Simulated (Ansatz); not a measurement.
## Profile along the N–Ta line in TaN (rock salt)

TaN (rock salt), conventional cell a = 4.417 Å, b = 4.417 Å, c = 4.417 Å, α = 90.00°, β = 90.00°, γ = 90.00°. The calculation uses the primitive cell of 2 atoms, to which meshes and values per cell refer.

Fields along a shortest N–Ta line of a {100} plane (2.21 Å), from N to Ta, interpolated on the slice's grid (step about 0.1 Å). The numbers are results of PBE (plane waves to 420 eV, PAW, scalar-relativistic; Ansatz, a program for electronic structure), not measurements. k mesh 18×18×18. Inside the PAW spheres the values are not all-electron values, and peaks at nuclei hang on which shells count as valence. Spin-orbit coupling is left out, though Ta is heavy. TaN is run without spin polarisation. TaN was relaxed with its symmetry unable to fall. This is a high-temperature form of TaN.

```json
[
 {"distance from N (Å)": "0.00", "valence electron density (e/Å³)": "3.51", "electron localisation function": "x"},
 {"distance from N (Å)": "0.22", "valence electron density (e/Å³)": "3.58", "electron localisation function": "x"},
 {"distance from N (Å)": "0.44", "valence electron density (e/Å³)": "2.68", "electron localisation function": "0.69"},
 {"distance from N (Å)": "0.66", "valence electron density (e/Å³)": "1.35", "electron localisation function": "0.81"},
 {"distance from N (Å)": "0.88", "valence electron density (e/Å³)": "0.70", "electron localisation function": "0.57"},
 {"distance from N (Å)": "1.10", "valence electron density (e/Å³)": "0.53", "electron localisation function": "0.16"},
 {"distance from N (Å)": "1.33", "valence electron density (e/Å³)": "1.06", "electron localisation function": "0.29"},
 {"distance from N (Å)": "1.55", "valence electron density (e/Å³)": "2.78", "electron localisation function": "0.66"},
 {"distance from N (Å)": "1.77", "valence electron density (e/Å³)": "4.40", "electron localisation function": "0.61"},
 {"distance from N (Å)": "1.99", "valence electron density (e/Å³)": "3.96", "electron localisation function": "x"},
 {"distance from N (Å)": "2.21", "valence electron density (e/Å³)": "3.04", "electron localisation function": "x"}
]
```

x: too close to a nucleus for the ELF to mean much.

Density on the N–Ta line (2.21 Å) at its midpoint: 0.53 e/Å³. ELF at that point: 0.16.
